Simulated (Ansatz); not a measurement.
Data:

Zn3N2:
```xyz
40
Lattice="-4.7879 4.7879 4.7879 4.7879 -4.7879 4.7879 4.7879 4.7879 -4.7879" Properties=species:S:1:pos:R:3 pbc="T T T"
Zn    -0.9698     1.4337     1.2211
Zn     5.7577     3.3542     3.5668
Zn     0.9698     3.3542     1.2211
Zn     3.8180     1.4337     3.5668
Zn     3.8180     3.3542    -1.2211
Zn     0.9698     1.4337     6.0090
Zn     5.7577     1.4337    -1.2211
Zn    -0.9698     3.3542     6.0090
Zn     1.2211    -0.9698     1.4337
Zn     3.5668     5.7577     3.3542
Zn     1.2211     0.9698     3.3542
Zn     3.5668     3.8180     1.4337
Zn    -1.2211     3.8180     3.3542
Zn     6.0090     0.9698     1.4337
Zn    -1.2211     5.7577     1.4337
Zn     6.0090    -0.9698     3.3542
Zn     1.4337     1.2211    -0.9698
Zn     3.3542     3.5668     5.7577
Zn     3.3542     1.2211     0.9698
Zn     1.4337     3.5668     3.8180
Zn     3.3542    -1.2211     3.8180
Zn     1.4337     6.0090     0.9698
Zn     1.4337    -1.2211     5.7577
Zn     3.3542     6.0090    -0.9698
N      0.0000     2.3939     4.6006
N      4.7879     2.3939     0.1873
N      0.0000     7.1818     0.1873
N      4.7879    -2.3939     4.6006
N      4.6006     0.0000     2.3939
N      0.1873     4.7879     2.3939
N      0.1873     0.0000     7.1818
N      4.6006     4.7879    -2.3939
N      2.3939     4.6006     0.0000
N      2.3939     0.1873     4.7879
N      7.1818     0.1873     0.0000
N     -2.3939     4.6006     4.7879
N     -2.3939     2.3939     2.3939
N      2.3939     2.3939     2.3939
N      2.3939     2.3939    -2.3939
N      2.3939    -2.3939     2.3939
```

This is the LDA-relaxed structure.

All from LDA (plane waves, PAW; program Ansatz), unless another level is named. Give the Poisson's ratio.

0.32.

What about the elastic constants (relaxed ions, GPa)?

C11 = 235, C12 = 130, C44 = 78.3.

Space group Ia-3 (anti-bixbyite). The LDA relaxation kept the symmetry of its start. As this level gives no gap, shear constants depend on the k-mesh and smearing (Fermi–Dirac, 0.1 eV here).

Potentials: the later of the program's two PAW sets.
